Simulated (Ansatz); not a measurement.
AlCuGeSe4:
```
AlCuGeSe4
1.0
   -2.76311     2.76311     5.36512
    2.76311    -2.76311     5.36512
    2.76311     2.76311    -5.36512
Al Cu Ge Se
1 1 1 4
Direct
  0.75000   0.25000   0.50000
  0.00000   0.00000   0.00000
  0.50000   0.50000   0.00000
  0.13295   0.11044   0.50577
  0.88956   0.39532   0.02250
  0.60468   0.62718   0.49423
  0.37282   0.86705   0.97750
```

Relaxed with r²SCAN.

**Question.** Give the Bader charges and basin volumes of the independent atoms, the program Ansatz at the r²SCAN level (PAW).

**Answer.** 

| atom | Bader charge (e) | Bader volume (Å³) |
|---|---|---|
| Al1 | +2.20 | 6.5 |
| Cu2 | +0.43 | 15.4 |
| Ge3 | +0.99 | 16.1 |
| Se4 | -0.90 | 31.5 |

Space group I-4. The first step of the workflow began from a Materials Project structure, measured or hypothetical; the Crystallography Open Database copy checked does not list it. Its standing as an ambient phase is unchecked. Symmetry was held in the r²SCAN relaxation; whether a distortion lowers the energy is not shown. No spin polarisation was allowed.

Potentials: the later of the program's two PAW sets.
